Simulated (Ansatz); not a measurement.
Crystals of one structure type (zinc blende) and one family of elements, relaxed and computed with DFT-LDA in the program Ansatz with PAW potentials.

| crystal | V (Å³/atom) | highest Γ mode, no LO–TO term (cm⁻¹) |
|---|---|---|
| AlN | 10.23 | 665 |
| GaN | 11.05 | 553 |
| BP | 11.32 | ? |
| AlP | 20.06 | 440 |
| GaAs | 21.98 | 269 |
| AlAs | 22.29 | 358 |
| InP | 24.72 | 304 |

Task: Fit a straight line to ln ω against ln V and predict the withheld value.

Result: Least squares on the 6 shown rows: ln ω = -0.83 × ln V + (8.385), with a scatter of 13.8 %. For BP this gives 585. The run itself gave 821, a miss of 28.7 % of that, well beyond the scatter: the line misses something about this case.

All cells were relaxed under the symmetry of their starts (and spin orders); stability against distortions was not tested throughout. Scalar-relativistic: spin–orbit coupling is off unless named, which matters more the heavier the elements.

Potentials: the earlier of the program's two PAW sets. The files were generated under PBE; for other functionals the program regenerates the frozen cores, and for LDA and PBEsol the local potential too.
